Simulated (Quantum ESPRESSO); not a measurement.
# W4S6PCl: one run as intended and one with a planted mistake

Computed values, not a measurement. The program is pw.x of Quantum ESPRESSO 7.5 (plane-wave density functional theory). The cell is made up: 12 atoms on a layered 2H lattice, with randomly drawn elements, strain and displacements, not relaxed. PseudoDojo standard norm-conserving files (v0.5 for PBE, v0.4.1 for LDA and PBEsol) set the functional; there is no spin polarisation, spin-orbit coupling or dispersion term, and the masses in the input are unused placeholders.

Intended input:

```
&control calculation='scf', pseudo_dir='./dojo.nc.sr.pbe.v0_5.standard.upf', outdir='./o', disk_io='low', tprnfor=.true., tstress=.true. /
&system ibrav=0, nat=12, ntyp=4, nbnd=58, ecutwfc=74.01313486, nosym=.true., tot_charge=0,
 occupations='smearing', smearing='fd', degauss=0.0018374661
/
&electrons conv_thr=7.350e-09, electron_maxstep=60, /
ATOMIC_SPECIES
Cl 1.0 Cl.upf
P 1.0 P.upf
S 1.0 S.upf
W 1.0 W.upf
CELL_PARAMETERS angstrom
3.2692 0.0 0.0
0.0 5.6624 0.0
0.0 0.0 12.9533
ATOMIC_POSITIONS angstrom
W 0.0201 1.8769 3.1389
W 1.5994 0.9174 9.7227
W 1.6162 4.6927 3.3071
W -0.0672 3.7725 9.6983
S 0.0292 1.9055 8.1655
S 0.0779 1.9433 11.3112
S 1.609 0.7849 1.5314
S 1.7195 0.9579 4.8731
S 1.6712 4.5985 8.1614
S 1.6989 4.7566 11.2893
P 0.0016 3.8893 1.5852
Cl 0.053 3.7578 4.8442
K_POINTS automatic
7 4 2 1 1 1
```

The log is shortened where brackets say so; the opening notice, blank lines, dates and the lines on written files are dropped, and the path of the files is cut. It prints rydbergs, bohrs and kilobars, and counts compression as positive stress. Where no state is partly filled, the Fermi energy that it prints is only some level between the filled and the empty states on the mesh, and need not lie in the true gap.

Log of the intended run:

```
     Program PWSCF v.7.5
     Parallel version (MPI & OpenMP), running on       4 processor cores
     Number of MPI processes:                 4
     Threads/MPI process:                     1
     [start-up lines left out]
     bravais-lattice index     =            0
     lattice parameter (alat)  =       6.1779  a.u.
     unit-cell volume          =    1618.1511 (a.u.)^3
     number of atoms/cell      =           12
     number of atomic types    =            4
     number of electrons       =       104.00
     number of Kohn-Sham states=           58
     kinetic-energy cutoff     =      74.0131  Ry
     charge density cutoff     =     296.0525  Ry
     scf convergence threshold =      7.3E-09
     mixing beta               =       0.7000
     number of iterations used =            8  plain     mixing
     Exchange-correlation= PBE
                           (   1   4   3   4   0   0   0)
     [axes and pseudopotential details left out]
   Cartesian axes
     site n.     atom                  positions (alat units)
         1        W      tau(   1) = (   0.0061483   0.5741160   0.9601432  )
         2        W      tau(   2) = (   0.4892328   0.2806191   2.9740303  )
         3        W      tau(   3) = (   0.4943717   1.4354276   1.0115931  )
         4        W      tau(   4) = (  -0.0205555   1.1539520   2.9665667  )
         5        S      tau(   5) = (   0.0089318   0.5828643   2.4977059  )
         6        S      tau(   6) = (   0.0238285   0.5944268   3.4599290  )
         7        S      tau(   7) = (   0.4921693   0.2400893   0.4684326  )
         8        S      tau(   8) = (   0.5259697   0.2930075   1.4906093  )
         9        S      tau(   9) = (   0.5111954   1.4066132   2.4964517  )
        10        S      tau(  10) = (   0.5196684   1.4549737   3.4532301  )
        11        P      tau(  11) = (   0.0004894   1.1896794   0.4848893  )
        12        Cl     tau(  12) = (   0.0162119   1.1494555   1.4817692  )
     number of k points=    28  Fermi-Dirac smearing, width (Ry)=  0.0018
                       cart. coord. in units 2pi/alat
        k(    1) = (   0.0714286   0.0721690   0.0630959), wk =   0.0714286
        k(    2) = (   0.0714286   0.0721690  -0.0630959), wk =   0.0714286
     [further k points left out]
     Dense  grid:   139009 G-vectors     FFT dimensions: (  36,  60, 135)
     Estimated max dynamical RAM per process >     361.66 MB
     Estimated total dynamical RAM >       1.31 GB
     Initial potential from superposition of free atoms
     starting charge     103.9976, renormalised to     104.0000
     Starting wfcs are   72 randomized atomic wfcs
     total cpu time spent up to now is        4.2 secs
     per-process dynamical memory:   265.0 Mb
     Self-consistent Calculation
     iteration #  1     ecut=    74.01 Ry     beta= 0.70
     Davidson diagonalization with overlap
     ethr =  1.00E-02,  avg # of iterations =  2.0
     Threshold (ethr) on eigenvalues was too large:
     Diagonalizing with lowered threshold
     Davidson diagonalization with overlap
     ethr =  6.03E-04,  avg # of iterations =  2.4
     total cpu time spent up to now is       20.1 secs
     total energy              =    -785.69372918 Ry
     estimated scf accuracy    <       0.64199903 Ry
     iteration #  2     ecut=    74.01 Ry     beta= 0.70
     Davidson diagonalization with overlap
     ethr =  6.17E-04,  avg # of iterations =  7.8
     total cpu time spent up to now is       32.7 secs
     total energy              =    -784.55704685 Ry
     estimated scf accuracy    <      12.47432457 Ry
     [iterations 3 to 17 left out]
     iteration # 18     ecut=    74.01 Ry     beta= 0.70
     Davidson diagonalization with overlap
     ethr =  2.18E-10,  avg # of iterations =  3.6
     total cpu time spent up to now is      172.5 secs
     total energy              =    -786.01880158 Ry
     estimated scf accuracy    <       0.00000003 Ry
     iteration # 19     ecut=    74.01 Ry     beta= 0.70
     Davidson diagonalization with overlap
     ethr =  2.64E-11,  avg # of iterations =  5.1
     total cpu time spent up to now is      182.9 secs
     End of self-consistent calculation
     [lines on levels left out]
     the Fermi energy is    10.3291 ev
!    total energy              =    -786.01880158 Ry
     estimated scf accuracy    <          1.2E-09 Ry
     smearing contrib. (-TS)   =      -0.00000000 Ry
     internal energy E=F+TS    =    -786.01880158 Ry
     The total energy is F=E-TS. E is the sum of the following terms:
     one-electron contribution =    -376.20379079 Ry
     hartree contribution      =     223.78376241 Ry
     xc contribution           =    -182.88240502 Ry
     ewald contribution        =    -450.71636819 Ry
     convergence has been achieved in  19 iterations
     Forces acting on atoms (cartesian axes, Ry/au):
     atom    1 type  4   force =     0.00378006   -0.02017380    0.01585908
     atom    2 type  4   force =     0.05293966    0.02273647   -0.00393056
     atom    3 type  4   force =     0.03085174    0.03728028   -0.07076061
     atom    4 type  4   force =     0.09015300   -0.00745375    0.04741964
     atom    5 type  3   force =    -0.02432075   -0.02639095    0.01074904
     atom    6 type  3   force =    -0.03484222   -0.02219333   -0.03122457
     atom    7 type  3   force =     0.00836740    0.03041683    0.08096049
     atom    8 type  3   force =    -0.01774121    0.00952195   -0.07860199
     atom    9 type  3   force =    -0.04469206    0.04867971   -0.00830153
     atom   10 type  3   force =    -0.03919086   -0.01567457   -0.01510683
     atom   11 type  2   force =    -0.00550274   -0.03289985    0.04484428
     atom   12 type  1   force =    -0.01980202   -0.02384900    0.00809357
     Total force =     0.224950     Total SCF correction =     0.000137
     Computing stress (Cartesian axis) and pressure
          total   stress  (Ry/bohr**3)                   (kbar)     P=      -70.48
  -0.00051867  -0.00003476  -0.00008568          -76.30       -5.11      -12.60
  -0.00003476  -0.00051282  -0.00012372           -5.11      -75.44      -18.20
  -0.00008568  -0.00012372  -0.00040581          -12.60      -18.20      -59.70
     init_run     :      3.93s CPU      4.10s WALL (       1 calls)
     electrons    :    178.18s CPU    178.80s WALL (       1 calls)
     forces       :      2.07s CPU      2.09s WALL (       1 calls)
     stress       :      6.89s CPU      7.06s WALL (       1 calls)
     [timing details left out]
     PWSCF        :   3m11.17s CPU   3m12.24s WALL
     JOB DONE.
```

A second run has one planted mistake: the files are those of another functional. The input lines that differ, file-writing options aside:

```
- &control calculation='scf', pseudo_dir='./dojo.nc.sr.pbe.v0_5.standard.upf', outdir='./o', disk_io='low', tprnfor=.true., tstress=.true. /
+ &control calculation='scf', pseudo_dir='./dojo.nc.sr.lda.v0_4_1.standard.upf', outdir='./o', disk_io='low', tprnfor=.true., tstress=.true. /
```

Its log:

```
     Program PWSCF v.7.5
     Parallel version (MPI & OpenMP), running on       4 processor cores
     Number of MPI processes:                 4
     Threads/MPI process:                     1
     [start-up lines left out]
     bravais-lattice index     =            0
     lattice parameter (alat)  =       6.1779  a.u.
     unit-cell volume          =    1618.1511 (a.u.)^3
     number of atoms/cell      =           12
     number of atomic types    =            4
     number of electrons       =       104.00
     number of Kohn-Sham states=           58
     kinetic-energy cutoff     =      74.0131  Ry
     charge density cutoff     =     296.0525  Ry
     scf convergence threshold =      7.3E-09
     mixing beta               =       0.7000
     number of iterations used =            8  plain     mixing
     Exchange-correlation= SLA  PW   NOGX NOGC
                           (   1   4   0   0   0   0   0)
     [axes and pseudopotential details left out]
   Cartesian axes
     site n.     atom                  positions (alat units)
         1        W      tau(   1) = (   0.0061483   0.5741160   0.9601432  )
         2        W      tau(   2) = (   0.4892328   0.2806191   2.9740303  )
         3        W      tau(   3) = (   0.4943717   1.4354276   1.0115931  )
         4        W      tau(   4) = (  -0.0205555   1.1539520   2.9665667  )
         5        S      tau(   5) = (   0.0089318   0.5828643   2.4977059  )
         6        S      tau(   6) = (   0.0238285   0.5944268   3.4599290  )
         7        S      tau(   7) = (   0.4921693   0.2400893   0.4684326  )
         8        S      tau(   8) = (   0.5259697   0.2930075   1.4906093  )
         9        S      tau(   9) = (   0.5111954   1.4066132   2.4964517  )
        10        S      tau(  10) = (   0.5196684   1.4549737   3.4532301  )
        11        P      tau(  11) = (   0.0004894   1.1896794   0.4848893  )
        12        Cl     tau(  12) = (   0.0162119   1.1494555   1.4817692  )
     number of k points=    28  Fermi-Dirac smearing, width (Ry)=  0.0018
                       cart. coord. in units 2pi/alat
        k(    1) = (   0.0714286   0.0721690   0.0630959), wk =   0.0714286
        k(    2) = (   0.0714286   0.0721690  -0.0630959), wk =   0.0714286
     [further k points left out]
     Dense  grid:   139009 G-vectors     FFT dimensions: (  36,  60, 135)
     Estimated max dynamical RAM per process >     361.66 MB
     Estimated total dynamical RAM >       1.31 GB
     Initial potential from superposition of free atoms
     starting charge     103.9980, renormalised to     104.0000
     Starting wfcs are   72 randomized atomic wfcs
     total cpu time spent up to now is        4.0 secs
     per-process dynamical memory:   265.0 Mb
     Self-consistent Calculation
     iteration #  1     ecut=    74.01 Ry     beta= 0.70
     Davidson diagonalization with overlap
     ethr =  1.00E-02,  avg # of iterations =  2.0
     Threshold (ethr) on eigenvalues was too large:
     Diagonalizing with lowered threshold
     Davidson diagonalization with overlap
     ethr =  5.50E-04,  avg # of iterations =  2.0
     total cpu time spent up to now is       19.6 secs
     total energy              =    -787.03827807 Ry
     estimated scf accuracy    <       0.59507963 Ry
     iteration #  2     ecut=    74.01 Ry     beta= 0.70
     Davidson diagonalization with overlap
     ethr =  5.72E-04,  avg # of iterations =  7.6
     total cpu time spent up to now is       32.1 secs
     total energy              =    -785.95534851 Ry
     estimated scf accuracy    <      11.82210901 Ry
     [iterations 3 to 17 left out]
     iteration # 18     ecut=    74.01 Ry     beta= 0.70
     Davidson diagonalization with overlap
     ethr =  1.57E-10,  avg # of iterations =  3.5
     total cpu time spent up to now is      175.7 secs
     total energy              =    -787.33385566 Ry
     estimated scf accuracy    <       0.00000002 Ry
     iteration # 19     ecut=    74.01 Ry     beta= 0.70
     Davidson diagonalization with overlap
     ethr =  1.91E-11,  avg # of iterations =  5.0
     total cpu time spent up to now is      184.9 secs
     End of self-consistent calculation
     [lines on levels left out]
     the Fermi energy is    10.0256 ev
!    total energy              =    -787.33385566 Ry
     estimated scf accuracy    <          1.6E-09 Ry
     smearing contrib. (-TS)   =      -0.00000000 Ry
     internal energy E=F+TS    =    -787.33385566 Ry
     The total energy is F=E-TS. E is the sum of the following terms:
     one-electron contribution =    -378.51889529 Ry
     hartree contribution      =     224.08622403 Ry
     xc contribution           =    -182.18481621 Ry
     ewald contribution        =    -450.71636819 Ry
     convergence has been achieved in  19 iterations
     Forces acting on atoms (cartesian axes, Ry/au):
     atom    1 type  4   force =     0.00372027   -0.01876382    0.01914529
     atom    2 type  4   force =     0.05106308    0.02238755   -0.00324520
     atom    3 type  4   force =     0.02947114    0.03517372   -0.06472113
     atom    4 type  4   force =     0.08688013   -0.00736445    0.04421635
     atom    5 type  3   force =    -0.02366737   -0.02456703    0.03127413
     atom    6 type  3   force =    -0.03363764   -0.02182363   -0.05007241
     atom    7 type  3   force =     0.00773138    0.02844203    0.09788325
     atom    8 type  3   force =    -0.01710557    0.00840059   -0.09640509
     atom    9 type  3   force =    -0.04287868    0.04582483    0.01343040
     atom   10 type  3   force =    -0.03767707   -0.01473682   -0.03442652
     atom   11 type  2   force =    -0.00511618   -0.03095817    0.06001386
     atom   12 type  1   force =    -0.01878349   -0.02201480   -0.01709294
     Total force =     0.242331     Total SCF correction =     0.000102
     Computing stress (Cartesian axis) and pressure
          total   stress  (Ry/bohr**3)                   (kbar)     P=     -140.62
  -0.00099494  -0.00002800  -0.00008212         -146.36       -4.12      -12.08
  -0.00002800  -0.00098843  -0.00011887           -4.12     -145.40      -17.49
  -0.00008212  -0.00011887  -0.00088435          -12.08      -17.49     -130.09
     init_run     :      3.76s CPU      3.91s WALL (       1 calls)
     electrons    :    180.34s CPU    180.87s WALL (       1 calls)
     forces       :      1.95s CPU      1.97s WALL (       1 calls)
     stress       :      6.57s CPU      6.74s WALL (       1 calls)
     [timing details left out]
     PWSCF        :   3m12.78s CPU   3m13.73s WALL
     JOB DONE.
```

|  | intended run | run with the mistake |
| --- | --- | --- |
| free energy (eV) | -10694.331 | -10712.223 |
| smearing term -TS (eV) | 0.0000 | 0.0000 |
| pressure (GPa) | -7.05 | -14.06 |
| largest force component (eV/Å) | 2.318 | 2.517 |
| largest change of a force component (eV/Å) |  | 0.648 |
| iterations | 19 | 19 |

For scale, a rerun of the intended cell at a cutoff of 1227 eV and k mesh 9 x 6 x 4 moved values by no more than 0.006 eV in energy, 0.03 GPa in stress and 0.003 eV/Å in force. Files of another functional have another zero of energy, so the energy change says nothing on stability.